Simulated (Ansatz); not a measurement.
## Notes on Sb₂Mo

```yaml
crystal:
  lattice:
    - [1.87376, 3.24545, 0.00000]
    - [-1.87376, 3.24545, 0.00000]
    - [0.00000, 0.00000, 5.14133]
  atoms:
    - { symbol: Mo, position: [0.00000, 0.00000, 0.00000] }
    - { symbol: Sb, position: [0.33333, 0.33333, 0.25000] }
    - { symbol: Sb, position: [0.66667, 0.66667, 0.75000] }
```

Single point in Ansatz 0.2.0 with LDA, no spin polarisation. Cutoff 420 eV, PAW datasets, 10×10×7 Γ-centred k mesh, fermi-dirac filling (width 0.1 eV).

Problem. Is there a gap?

Solution. It is a metal, with about 2.8 states/eV a cell as the mean within 0.25 eV of the Fermi level, mostly Mo d (71 %) and Sb p (22 %).

Problem. What do density and ELF say about some of the short contacts?

Solution. Mo–Sb at 2.52 Å: least valence density 0.55 e/Å³ and ELF 0.39 there. Both are smooth PAW fields, read partly inside the augmentation spheres.

Problem. Which atom feels the largest force, and which way?

Solution. The largest is on Sb2 (and as large on other atoms): 3.63 eV/Å, components (0.00, 0.00, 3.63). It makes 121° with the line to a nearest neighbour, Mo1 at 2.52 Å.

Problem. Is it stable against the elements?

Solution. 0.85 eV an atom against the elements' usual phases (free molecules for gases, crystals otherwise, with no correction for O₂ or N₂), so at this geometry it isn't bound against them. Relaxing would lower it.

Problem. What does the stress say?

Solution. The pressure is 24.8 GPa (compression positive), so with the atoms held at these fractions the cell would first expand; the forces are large, so a full relaxation may end otherwise. The principal stresses 22.0, 22.0, 30.3 GPa differ, so its shape would change too.

Problem. How is the charge shared?

Solution. Bader charges in e: Sb -0.00, Mo +0.01. In the mean Mo gives up most and Sb takes most.

Origin: a known structure type with other elements, at an estimated volume, so it need not be a known compound. Caveats: atoms or cell far from equilibrium.
